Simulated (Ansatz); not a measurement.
## A trial form of ZnAuC4N4

Level of theory: DFT PBE, scalar-relativistic, plane waves, PAW in Ansatz 0.2.0. Cutoff 420 eV, Gaussian smearing, Γ-centred meshes. Cell and atoms relax first on a coarse mesh and then on a finer one. In between, the cell is made exact in the group found at 0.06 Å. In metals the finer mesh still leaves noise of several meV/atom or more. The steps can't lower the symmetry of their start. Collinear spin is switched on along the way, since trial moments persisted in a coarse test.

A trial structure of ZnAuC4N4 was built thus: two interpenetrating cyanide-bridged diamond nets (P-43m, No. 215). Lengths were set from tabulated atomic sizes, so they are only a guess.

```cif
data_structure
_symmetry_space_group_name_H-M 'P-43m'
_symmetry_Int_Tables_number 215
_cell_length_a 5.8826
_cell_length_b 5.8826
_cell_length_c 5.8826
_cell_angle_alpha 90.000
_cell_angle_beta 90.000
_cell_angle_gamma 90.000
_cell_volume 203.57
loop_
_atom_site_label
_atom_site_type_symbol
_atom_site_symmetry_multiplicity
_atom_site_Wyckoff_symbol
_atom_site_fract_x
_atom_site_fract_y
_atom_site_fract_z
_atom_site_occupancy
Zn1 Zn 1 b 0.50000 0.50000 0.50000 1
C1 C 4 e 0.18814 0.18814 0.18814 1
Au1 Au 1 a 0.00000 0.00000 0.00000 1
N1 N 4 e 0.30297 0.30297 0.30297 1
```

Formation energies are uncorrected and refer to the elements' standard structures at the same level (N₂ as a molecule).

**Question.** What does it relax into?

**Answer.** The symmetry stays P-43m (No. 215). The volume per atom grows by 7.6 %, from 20.4 to 21.9 Å³. The shortest distance stays 1.17 Å (C–N). Conventional cell: a = 6.028 Å. Around Zn lie 4 N at 1.96 Å; C has 1 N at 1.17 Å and 1 Au at 2.09 Å; Au has 4 C at 2.09 Å; N is surrounded by 1 C at 1.17 Å and 1 Zn at 1.96 Å.

Space group P-43m (No. 215). a = 6.028 Å, b = 6.028 Å, c = 6.028 Å, α = 90.00°, β = 90.00°, γ = 90.00°
```
atom  site  symmetry       x       y       z
  Zn    1b      -43m  0.5000  0.5000  0.5000
   C    4e       .3m  0.2004  0.2004  0.2004
  Au    1a      -43m  0.0000  0.0000  0.0000
   N    4e       .3m  0.3121  0.3121  0.3121
```

**Question.** How does it come out in energy, and is it a metal?

**Answer.**

* Formation energy: +0.54 eV/atom
* Gap on the 6×6×6 mesh of the 10-atom cell: 0 eV (a metal)
* Net moment per atom: 0.10 μB
* Moment by site: Au 0.3 μB

The separate elements lie lower, so it is unstable against them.

The last run used collinear spin and Gaussian smearing of 0.10 eV. These runs have no spin–orbit coupling, which can matter for Au. The reference form of C is held partly by dispersion forces, which this level lacks. The magnetic state reached may not be the lowest. Symmetry constrained the relaxation, so the result can be a saddle point. Site moments count only spheres around the atoms; the net moment includes the space between them.
